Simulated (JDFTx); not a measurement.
Be(1 0 -1 0) slab cut from bulk Be (space group P6_3/mmc, indices of the conventional cell, lattice of the Materials Project entry mp-87, not re-optimised): 10 atoms in 10 planes, a 1x1 cell of 8.09 Å² (|a| = 2.265, |b| = 3.574 Å), 8.3 Å between the outermost planes, cell height 24.5 Å, 10×6×1 k mesh, Fermi smearing 0.01 Ha, no spin polarisation.

Computed with JDFTx (a modified build): PBE, GBRV ultrasoft potentials, plane waves to 20/100 Ha. Liquid: CANDLE, water, 2 M NaF. The neutral cell holds 40 valence electrons and has two faces of 8.095 Å² each. Last filling lines of the neutral and of a charged run (μ in hartree, zero in the bulk liquid):

```
FillingsUpdate:  mu: -0.156331127  nElectrons: 40.000000
FillingsUpdate:  mu: -0.181542000  nElectrons: 39.885296
```

Working it through: both potentials, by the convention U = −μ/e − 4.44 V vs SHE, the surface charge density and the mean capacitance.

U_pzc = 0.15633 × 27.2114 − 4.44 = -0.19 V; U = 0.18154 × 27.2114 − 4.44 = 0.50 V. The cell has -0.1147 excess electrons, a net charge of 0.1147 e, shared by two faces: σ = 0.1147 e / (2 × 8.095 Å²) = 0.00709 e/Å² = 11.4 μC/cm² (1 e/Å² = 1602.18 μC/cm²). C = σ/(U − U_pzc) = 11.4/0.69 ≈ 17 μF/cm².
